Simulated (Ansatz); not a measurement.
BP (zinc blende)

```yaml
crystal:
  lattice:
    - [0.00000, 2.27424, 2.27424]
    - [2.27424, 0.00000, 2.27424]
    - [2.27424, 2.27424, 0.00000]
  atoms:
    - { symbol: P, position: [0.75000, 0.75000, 0.75000] }
    - { symbol: B, position: [0.00000, 0.00000, 0.00000] }
```

The slice is a {111} plane (indices of the conventional cell) through the point (0.000, 0.000, 0.000) (fractional), spanned by u = [100] and v = [-1 2 0] in vectors of this cell: u (3.22 Å) and v (5.57 Å, at 90° to u). It covers one period; positions are fractions (u, v).

All values below come from PBE (plane waves to 420 eV, PAW, scalar-relativistic; Ansatz, an electronic-structure program). k mesh 12×12×12. Near the nuclei the fields are pseudised (PAW); where an atom keeps semicore shells as valence, they peak there. BP was relaxed with its symmetry unable to fall.

Problem. Sketch the density of the highest valence band (whole band, smooth part) on this plane as a map.

Solution. 
```
|::++%%@@%%##**++======++**##%%@@%%++|
|**##@@@@@@%%##**++++++**##%%@@@@@@##|
|####%%%%%%%%%%##**++**##%%%%%%%%%%##|
|++++**##########++++++##########**++|
|--====++****##**++==++**##****++====|
|::::----==++**++++++++++**++==----::|
|....::::--==++++******++++==--::::..|
|  ......::--++**######**++--::......|
|      ..::--==**##%%##**==--::..    |
|      ..::--==**##%%##**==--::..    |
|      ....--==**%%%%%%**==--....    |
|      ..::--++##%%@@%%##++--::..    |
|    ....::--++##@@@@@@##++--::....  |
|......::--==**##########**==--::....|
|::::::--==++####==::==####++==--::::|
|------==++##%%##::  ::##%%##++==----|
|====++**##%%@@%%++::++%%@@%%##**++==|
|++++**##%%@@@@@@##**##@@@@@@%%##**++|
|++**##%%%%%%%%%%######%%%%%%%%%%##**|
|++++##########**++++++**##########++|
|==++**##****++====--====++****##**++|
|++++++**++==----::::::----==++**++++|
|****++++==--::::......::::--==++++**|
|####**++--::......  ......::--++**##|
|%%##**==--::..          ..::--==**##|
|%%##**==--::..          ..::--==**##|
|%%%%**==--....          ....--==**%%|
|@@%%##++--::..          ..::--++##%%|
|@@@@##++--::....      ....::--++##@@|
|######**==--::..........::--==**####|
|::==####++==--::::::::::--==++####==|
|  ::##%%##++==----------==++##%%##::|
```
Scale: ten equal steps from 0.003 (start of ' ') to 0.224 (end of '@'), in the order ' .:-=+*#%@'. Values: density of the highest valence band (whole band, smooth part) in e/Å³. The map has 18 points along u (two characters each, u = 0 at the left) and 32 along v (v = 0 in the bottom row).
